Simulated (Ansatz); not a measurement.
SrGaGeH:
```xyz
4
Lattice="4.1985 0.0000 0.0000 -2.0993 3.6360 0.0000 0.0000 0.0000 4.8602" Properties=species:S:1:pos:R:3 pbc="T T T"
Sr     0.0000     2.4240     4.8526
Ga     2.0993     1.2120     2.7014
Ge     0.0000     0.0000     2.1213
H      2.0993     1.2120     4.4465
```

Plane-wave PAW PBEsol (Ansatz code) gives a gap of 0.39 eV without spin–orbit coupling, maximum at A, minimum at M.

Question: What happens when spin–orbit coupling is switched on?

Answer: The gap shrinks by 0.01 eV, to 0.38 eV; maximum at A, minimum at M.

Space group P3m1. The workflow started from a Materials Project entry (that database holds measured and hypothetical structures alike); the Crystallography Open Database files this formula in space group No. 156, but the cells were not matched. Its standing as an ambient phase is unchecked. The PBEsol relaxation kept the symmetry of its start; its stability against distortions is not shown here.

Potentials: the later of the program's two PAW sets.
